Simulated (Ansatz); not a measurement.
**LaAlSi: computed property card**

LaAlSi:
```cif
data_Al4La4Si4
_chemical_formula_sum 'La4 Al4 Si4'
_space_group_name_H-M_alt 'I41md'
_space_group_IT_number 109
_space_group_name_Hall 'I 4bw -2'
_cell_length_a 4.33778
_cell_length_b 4.33778
_cell_length_c 14.65512
_cell_angle_alpha 90.000
_cell_angle_beta 90.000
_cell_angle_gamma 90.000
loop_
_atom_site_label
_atom_site_type_symbol
_atom_site_symmetry_multiplicity
_atom_site_Wyckoff_symbol
_atom_site_fract_x
_atom_site_fract_y
_atom_site_fract_z
_atom_site_occupancy
La1 La 4 a 0.00000 0.00000 0.62515 1
Al1 Al 4 a 0.00000 0.00000 0.20829 1
Si1 Si 4 a 0.00000 0.00000 0.04156 1
```
(The calculation used a cell of 6 atoms; values per cell refer to that cell.)

Space group I4_1md (No. 109); conventional cell a = b = 4.338 Å, c = 14.655 Å, α = β = γ = 90.00°.

Method: DFT-r²SCAN in the program Ansatz with PAW potentials. Structure relaxed to zero pressure with the same functional. Other levels are named where they apply.

**Cell and energy**

```json
{
 "volume_per_atom": "22.98 Å³",
 "density": "4.67 g/cm³",
 "Formation energy from the elements (no fitted shifts)": "-746 meV/atom"
}
```

**Electronic structure**

```json
{
 "electronic_character": "metallic (no gap)",
 "Density of states at the Fermi level": "0.06 states/eV per atom (mean over ±0.08 eV)"
}
```

The workflow started from a Materials Project entry (that database holds measured and hypothetical structures alike); the Crystallography Open Database copy checked does not list it. With Al and Si taken as one species the cell has the higher symmetry I4_1/amd, so it may be an ordered model of a mixed-site phase. Its standing as an ambient phase is unchecked. The r²SCAN relaxation kept the symmetry of its start; its stability against distortions is not shown here. The references are the lowest solids computed at this level, not always the standard phases. Scalar-relativistic: spin–orbit coupling is off unless named, which matters more the heavier the elements.

Potentials: the earlier of the program's two PAW sets.
